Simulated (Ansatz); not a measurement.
CrB4:
```
CrB4
1.0
   -1.42433     2.36585     2.73030
    1.42433    -2.36585     2.73030
    1.42433     2.36585    -2.73030
Cr B
1 4
Direct
  0.00000   0.00000   0.00000
  0.53816   0.34219   0.19597
  0.46184   0.65781   0.80403
  0.14622   0.34219   0.80403
  0.85378   0.65781   0.19597
```

This is the r²SCAN-relaxed structure.

### Question
All from DFT-r²SCAN in the program Ansatz with PAW potentials, unless another level is named. Give the electronic character.

### Answer
metallic (no gap).

### Question
And the formation energy from the elements (no fitted shifts)?

### Answer
-0.26 eV/atom.

### Question
What about the density of states at the Fermi level?

### Answer
0.08 states/eV per atom (mean over ±0.08 eV).

Space group Immm. The workflow started from a Materials Project entry (that database holds measured and hypothetical structures alike); the Crystallography Open Database files this formula in space group No. 71, but the cells were not matched. Whether it is the stable phase at ambient conditions was not checked. The r²SCAN relaxation kept the symmetry of its start; its stability against distortions is not shown here. No spin polarisation was allowed. The references are the lowest solids computed at this level, not always the standard phases.

Potentials: the later of the program's two PAW sets.
